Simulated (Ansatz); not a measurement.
**GaN with Sn replacing Ga: ¹¹⁹Sn Mössbauer parameters**

Cell: a supercell of GaN (wurtzite type, P6_3mc) built from a structure deposited in the COD, with the ions relaxed around the defect (PBE).

```
Sn Ga N
1.0
     6.36000    0.00000    0.00000
    -4.77000    8.26188    0.00000
     0.00000    0.00000   10.33200
Sn Ga N
1 23 24
Direct
  0.16696 0.22269 0.99858
  0.16673 0.22239 0.50007
  0.16466 0.55854 0.00030
  0.16567 0.55608 0.49926
  0.16613 0.88489 0.00043
  0.16580 0.88761 0.49918
  0.66771 0.22360 0.00100
  0.66771 0.22354 0.49931
  0.67443 0.56031 0.00017
  0.66871 0.55642 0.49947
  0.66020 0.88337 0.00041
  0.66537 0.88727 0.49931
  0.33558 0.10872 0.25379
  0.33485 0.10949 0.74376
  0.33702 0.44907 0.25368
  0.33593 0.44778 0.74397
  0.33281 0.77734 0.25019
  0.33252 0.77722 0.74819
  0.82733 0.10851 0.25374
  0.82915 0.10921 0.74387
  0.83340 0.44481 0.25025
  0.83346 0.44474 0.74892
  0.83375 0.77807 0.25017
  0.83409 0.77826 0.74865
  0.16682 0.22245 0.19695
  0.16674 0.22242 0.69041
  0.16640 0.55501 0.18789
  0.16525 0.55579 0.68742
  0.16699 0.88924 0.18800
  0.16612 0.88785 0.68728
  0.66647 0.22194 0.18840
  0.66766 0.22345 0.68725
  0.66651 0.55553 0.18780
  0.66893 0.55647 0.68777
  0.66669 0.88898 0.18798
  0.66525 0.88732 0.68753
  0.33342 0.11091 0.44029
  0.34018 0.10550 0.93392
  0.33385 0.44495 0.44041
  0.34230 0.45594 0.93422
  0.33315 0.77762 0.43761
  0.33185 0.77681 0.93686
  0.83277 0.11069 0.44032
  0.81755 0.10479 0.93412
  0.83333 0.44463 0.43762
  0.83240 0.44374 0.93810
  0.83346 0.77785 0.43766
  0.83592 0.78013 0.93755
```

Atom numbers follow the list; atoms alike are taken as one site, whose name carries the number of the first.

Level of theory: DFT, PBE, plane waves and PAW, scalar-relativistic, 420 eV cutoff, Γ-centred 4×3×2 k-points, Fermi–Dirac smearing 0.01 eV, cell charge +1 (Ansatz 0.2.0).

Isomer shifts (against SnO₂) follow from the electron density at the nucleus, δ = α(ρ − ρ₀), with α = 0.099 mm s⁻¹ a₀³ and ρ₀ = 183191.44 a₀⁻³ from a line fitted to 8 measured compounds at this level of theory (rms miss 0.12 mm/s). ΔE_Q = ½eQV_zz(1 + η²/3)^½ with Q = -0.132 b for the 23.9 keV state.

(1) Where do the absorption lines lie?

## Answers

(1) Sn (1 atom a cell): δ = 0.85, |ΔE_Q| = 0.13 mm/s, a doublet too narrow to resolve, seen as one line at 0.85 mm/s.

The defect repeats with the cell of 48 atoms, so it feels its images: sites between two images don't show the values beside a lone defect, and zeros or small values of η there can come from the images' arrangement. A uniform background compensates the cell's charge. Without spin–orbit coupling (the program notes it for Sn) the gradients are little affected as a rule: paired runs on crystals with a gap mostly move them by under 2 % at such atoms. The cell keeps the host's lattice, where the PBE pressure is 11 GPa (in a charged cell this depends on the convention for the mean potential).

The relaxation (5 steps) took 6.6 min of wall time (26 min of CPU time) and 4.3 GiB at its peak, on 4 threads of Arm Neoverse V1 (aarch64; 8 cores open to the job, memory cap 8.0 GiB, no GPU), a shared host with a load of 0.3 a core.
